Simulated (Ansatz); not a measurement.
Values for one crystal, relaxed and computed with plane-wave PAW r²SCAN+D4 (Ansatz code); other levels are named.

- Volume per atom: 18.12 Å³
- Band gap: 3.07 eV (direct)
- Formation energy from the elements (no fitted shifts): -0.58 eV/atom
- HSE06 gap on the r²SCAN+D4 cell: 3.77 eV
- Gap with spin–orbit coupling: 2.81 eV
- Valence-band maximum: at T
- Conduction-band minimum: at T

Q: Pick the material that matches.
A. MoS2, R3m (Mo on 3a, S on 3a, S on 3a)
B. CuI, P4/nmm (Cu on 2b, I on 2c)
C. TlIO3, R3m (Tl on 3a, I on 3a, O on 9b)
D. BeI2, Ibam (Be on 4a, I on 8j)

A: C, TlIO3, R3m (Tl on 3a, I on 3a, O on 9b)

The first step of the workflow began from a Materials Project structure, measured or hypothetical; the Crystallography Open Database copy checked does not list it. Its standing as an ambient phase is unchecked. The cell was relaxed with r²SCAN+D4 under the symmetry of its start; its stability against distortions is not shown here. The references are the lowest solids computed at this level, not always the standard phases (solids in place of the gases). Spin–orbit coupling is left out wherever it is not named.

Potentials: the later of the program's two PAW sets.
